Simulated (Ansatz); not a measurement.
# Computed properties of TaS₂

TaS2:
```cif
data_S2Ta
_chemical_formula_sum 'Ta1 S2'
_space_group_name_H-M_alt 'P 1'
_space_group_IT_number 1
_cell_length_a 6.22605
_cell_length_b 6.22605
_cell_length_c 6.22605
_cell_angle_alpha 30.665
_cell_angle_beta 30.665
_cell_angle_gamma 30.665
loop_
_space_group_symop_operation_xyz
  'x, y, z'
loop_
_atom_site_label
_atom_site_type_symbol
_atom_site_fract_x
_atom_site_fract_y
_atom_site_fract_z
_atom_site_occupancy
Ta1 Ta 0.00000 0.00000 0.00000 1
S1 S 0.75297 0.75297 0.75297 1
S2 S 0.24703 0.24703 0.24703 1
```

Space group R-3m (No. 166); conventional cell a = b = 3.293 Å, c = 17.786 Å, α = β = 90.00°, γ = 120.00°.

Method: plane-wave PAW LDA (Ansatz code). The cell and atoms are relaxed at this level. Other levels are named where they apply.

**Cell and energy**

- Volume per atom: 18.55 Å³
- Density: 7.31 g/cm³
- Formation energy from the elements (no fitted shifts): -1.12 eV/atom

**Electronic structure**

Electronic character: metallic (no gap)
Density of states at the Fermi level: 0.50 states/eV per atom (mean over ±0.08 eV)
Gap with spin–orbit coupling: none (metallic)

**Mechanics**

* **Bulk modulus (Birch–Murnaghan fit)**: 41.1 GPa
* **Pressure derivative B′**: 12.4

**Charges**

* **Bader charges**: Ta +1.72, S -0.86 e

The workflow started from a Materials Project entry (that database holds measured and hypothetical structures alike); the Crystallography Open Database files this formula in space group No. 166, but the cells were not matched. It is not the phase usual at ambient conditions (space group No. 164). Symmetry was held in the LDA relaxation; whether a distortion lowers the energy is not shown. The run is not spin-polarised. A crystal of weakly bound layers computed without a dispersion correction: the cell and the soft elastic constants depend strongly on that. With an odd number of electrons in the cell and no spin polarisation, the count alone makes it a metal. The references are the lowest solids computed at this level, not always the standard phases. Scalar-relativistic: spin–orbit coupling is off unless named, which matters more the heavier the elements.

Potentials: the later of the program's two PAW sets.
